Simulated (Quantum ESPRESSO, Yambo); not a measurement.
**RbO$_{2}$H$_{3}$: DFT and GW levels**

```cif
data_H6O4Rb2
_chemical_formula_sum 'H6 O4 Rb2'
_space_group_name_H-M_alt 'P 1'
_space_group_IT_number 1
_cell_length_a 5.83253
_cell_length_b 5.83253
_cell_length_c 5.93979
_cell_angle_alpha 90.000
_cell_angle_beta 90.000
_cell_angle_gamma 137.572
loop_
_space_group_symop_operation_xyz
  'x, y, z'
loop_
_atom_site_label
_atom_site_type_symbol
_atom_site_fract_x
_atom_site_fract_y
_atom_site_fract_z
_atom_site_occupancy
H1 H 0.51039 0.48961 0.97840 1
H2 H 0.48961 0.51039 0.47840 1
H3 H 0.69909 0.91489 0.70055 1
H4 H 0.30091 0.08511 0.20055 1
H5 H 0.08511 0.30091 0.70055 1
H6 H 0.91489 0.69909 0.20055 1
O1 O 0.15861 0.84139 0.24457 1
O2 O 0.84139 0.15861 0.74457 1
O3 O 0.53340 0.46660 0.13644 1
O4 O 0.46660 0.53340 0.63644 1
Rb1 Rb 0.15368 0.84632 0.73538 1
Rb2 Rb 0.84632 0.15368 0.23538 1
```

The geometry is that of Materials Project entry mp-28264, symmetrised and not relaxed again.

Starting point: norm-conserving LDA (Quantum ESPRESSO, 84 Ry, without SOC). G0W0 in Yambo: 4×4×2 Γ-centred k mesh, 147 bands and a 6 Ry block in the screening, 147 bands in G with the Bruneval-Gonze terminator, plasmon pole fitted at 27.2 eV.

```json
{
  "LDA gap along the band path": "4.26 eV",
  "LDA gap between the mesh's edge points ((0.25, -0.5, 0) → Γ)": "4.27 eV",
  "G0W0 gap between the same points": "7.18 eV",
  "LDA smallest direct gap on the mesh (at Γ)": "4.29 eV",
  "G0W0 direct gap at that point": "7.22 eV"
}
```

```
k point          band  E LDA (eV)  E QP (eV)  shift (eV)     Z
---------------  ----  ----------  ---------  ----------  ----
Γ                  VB       -0.02      -1.65       -1.63  0.81
Γ                  CB        4.27       5.57        1.30  0.88
(0.25, -0.5, 0)    VB        0.00      -1.61       -1.61  0.81
(0.25, -0.5, 0)    CB        6.02       7.53        1.51  0.87
```

Energies count from the LDA valence-band maximum.

Nearest settings tried, and what they do to the gap: 116 bands in W, 116 bands in G: +22 meV; 2 Ry block (55 vectors against 243): +135 meV. Not varied: mesh. So the settings aren't converged at that level.

The structure is a Materials Project entry; no match was found in the copy of COD used, and its stability was not checked.
